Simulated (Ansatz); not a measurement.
# Frozen-phonon scan for CdSe (wurtzite)

CdSe (wurtzite)

```yaml
crystal:
  lattice:
    - [4.38272, 0.00000, 0.00000]
    - [-2.19136, 3.79554, 0.00000]
    - [0.00000, 0.00000, 7.15447]
  atoms:
    - { symbol: Cd, position: [0.66667, 0.33333, 0.00047] }
    - { symbol: Cd, position: [0.33333, 0.66667, 0.50047] }
    - { symbol: Se, position: [0.66667, 0.33333, 0.62473] }
    - { symbol: Se, position: [0.33333, 0.66667, 0.12473] }
```

A phonon eigenvector at Γ is frozen into this cell: atom i moves by Q times the vector below, so Q is the largest atomic displacement, in Å. The cell is held. It is one choice among 2 degenerate patterns.

```tsv
atom	x	y	z
Cd1	0.000	1.000	0.000
Cd2	0.000	-1.000	0.000
Se3	0.000	-0.855	0.000
Se4	0.000	0.855	0.000
```

Computed with PBE (plane waves to 420 eV, PAW, scalar-relativistic; Ansatz, an electronic-structure program). k mesh 9×9×5 (Γ-centred), Fermi-Dirac smearing 0.05 eV. The energy includes the smearing's −TS. Compression counts positive. CdSe was relaxed with its symmetry unable to fall. The zero of ΔE is the undisplaced structure.

```
Q (Å)   ΔE (meV/cell)  −dE/dQ from forces (eV/Å)  P (GPa)
------  -------------  -------------------------  -------
-0.180           26.1                      0.306    -0.16
-0.150           17.8                      0.247    -0.11
-0.120           11.2                      0.192    -0.07
-0.090            6.2                      0.141    -0.04
-0.060            2.7                      0.092    -0.02
-0.030            0.7                      0.045     0.00
0.000             0.0                      0.000     0.00
0.030             0.7                     -0.044     0.00
0.060             2.7                     -0.089    -0.02
0.090             6.0                     -0.134    -0.04
0.120            10.7                     -0.181    -0.07
0.150            16.9                     -0.230    -0.11
0.180            24.6                     -0.281    -0.17
```

What the scan shows:

```
Quantity                                                                                                              Value
-----------------------------------------------------------  --------------------------------------------------------------
Energy at Q = 0.180 Å                                                                                         24.6 meV/cell
Space group of the distorted cell                                                      Cmc2_1 (No. 36), lowered from P6_3mc
Shape of the curve                                           a single well with its minimum at or next to zero displacement
Harmonic wavenumber from the curvature (finite differences)                                                         35 cm⁻¹
Wavenumber by perturbation theory (DFPT, on another k mesh)                                                         35 cm⁻¹
```

(For displaced atoms, the force is minus the slope of the energy, and its curvature is a force constant, which sets phonon frequencies.)
